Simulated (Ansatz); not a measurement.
LiIn in space group Fd-3m (No. 227; Li on 8a, In on 8b), DFT-PBE in the program Ansatz with PAW potentials, all energies at zero smearing, with the estimated change up to a 700 eV cutoff added, with one set of potentials and settings (totals compare only within such a set). Cell of 4 atoms (2 Li, 2 In): -11606.153 eV.

```tsv
element	reference phase	E (eV/atom)
Li	Fm-3m, 1 atoms in the cell	-204.6902
In	I4/mmm, 1 atoms in the cell	-5597.8481
```

Formation energy per atom, worked out: (-11606.153 − 2×(-204.6902) − 2×(-5597.8481))/4 = -0.269 eV/atom (-26 kJ per mol of atoms), at 0 K, without zero-point energy or fitted corrections.

The first step of the workflow began from a Materials Project structure, measured or hypothetical; the Crystallography Open Database files this formula in space group No. 227, but the cells were not matched. Its standing as an ambient phase is unchecked. Symmetry was held in the PBE relaxation; its stability against distortions is not shown here. The references are the lowest solids computed at this level, not always the standard phases.

Potentials: the later of the program's two PAW sets.
